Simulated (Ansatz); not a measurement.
## WO₃, first-principles data

WO₃:
```xyz
8
Lattice="7.5153 0.0000 0.0000 0.0000 3.7743 0.0000 0.0000 0.0000 3.9144" Properties=species:S:1:pos:R:3 pbc="T T T"
W      5.6364     0.0000     0.2527
W      1.8788     0.0000     3.6617
O      1.8788     1.8871     3.8649
O      5.6364     1.8871     0.0495
O      5.6364     0.0000     2.0122
O      1.8788     0.0000     1.9022
O      3.7576     0.0000     0.0000
O      0.0000     0.0000     0.0000
```

Space group Pmma (No. 51); conventional cell a = 7.515 Å, b = 3.774 Å, c = 3.914 Å, α = 90.00°, β = 90.00°, γ = 90.00°.

Method: PBEsol (plane waves, PAW; program Ansatz). Structure relaxed to zero pressure with the same functional. Other levels are named where they apply.

Cell and energy:

- Volume per atom: 13.88 Å³
- Density: 6.93 g/cm³
- Formation energy from the elements (no fitted shifts): -2.15 eV/atom

Electronic structure:

- Band gap: 0.59 eV (indirect)
- Valence-band maximum: at T (k = 0.000, 0.500, 0.500 in fractions of the reciprocal vectors)
- Conduction-band minimum: at Γ
- Smallest direct gap on the standard path: 0.89 eV
- Electron effective mass: 0.16, 0.16, 28 mₑ (principal values)
- Electron effective mass with spin–orbit coupling: 0.16, 0.16, 6.6 mₑ (principal values)
- HSE06 gap on the PBEsol cell: 1.75 eV
- Gap with spin–orbit coupling: 0.55 eV

Phonons:

Highest zone-centre frequency (without LO–TO term): 29.52 THz
Zone-centre stability: unstable, softest mode 181i cm⁻¹

The workflow started from a Materials Project entry (that database holds measured and hypothetical structures alike); the Crystallography Open Database copy checked does not list it. COD files the formula under space group No. 2, 14, 62, 129, 130, 191. Its standing as an ambient phase is unchecked. Symmetry was held in the PBEsol relaxation. No spin polarisation was allowed. No Hubbard U is applied. The references are the lowest solids computed at this level, not always the standard phases (solids in place of the gases). Scalar-relativistic: spin–orbit coupling is off unless named, which matters more the heavier the elements.

Potentials: the later of the program's two PAW sets.
